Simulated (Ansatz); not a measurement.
# BiPbO3, a known structure type with other elements, at an estimated volume

```
Bi O Pb
1.0
     2.92711    5.06991    0.00000
    -2.92711    5.06991    0.00000
     0.00000   -3.37994    4.86208
Bi O Pb
2 6 2
Direct
  0.00000 0.00000 0.00000
  0.50000 0.50000 0.50000
  0.49070 0.43540 0.87430
  0.94820 0.49070 0.87430
  0.43540 0.94820 0.87430
  0.44820 0.93540 0.37430
  0.93540 0.99070 0.37430
  0.99070 0.44820 0.37430
  0.22220 0.22220 0.66660
  0.72220 0.72220 0.16660
```

Method: LDA, no spin polarisation; PAW, plane waves to 420 eV, 7×7×7 Γ-centred mesh, fermi-dirac occupations (width 0.1 eV) (Ansatz 0.2.0), atoms fixed.

**Question.** Describe some of the short contacts.

**Answer.** O–Pb at 2.02 Å: least valence density 0.83 e/Å³ and ELF 0.26 there. Bi–O at 2.46 Å: least valence density 0.37 e/Å³ and ELF 0.24 there. These are pseudo-fields; inside the PAW spheres they differ from the all-electron ones.

**Question.** Metal or insulator?

**Answer.** It is a metal, with about 2.1 states/eV a cell as the mean within 0.25 eV of the Fermi level, mostly Bi p (59 %) and O p (23 %).

**Question.** What does the stress say?

**Answer.** The pressure is 12.7 GPa (compression positive), so with the atoms held at these fractions the cell would first expand; the forces are large, so a full relaxation may end otherwise. The principal stresses 12.0, 13.1, 13.1 GPa differ, so its shape would change too.

**Question.** How is the charge shared?

**Answer.** Bader charges in e: Bi +1.45, Pb +1.95, O -1.13. In the mean Pb gives up most and O takes most.

Origin: a known structure type with other elements, at an estimated volume, so it need not be a known compound. Caveats: atoms or cell far from equilibrium.
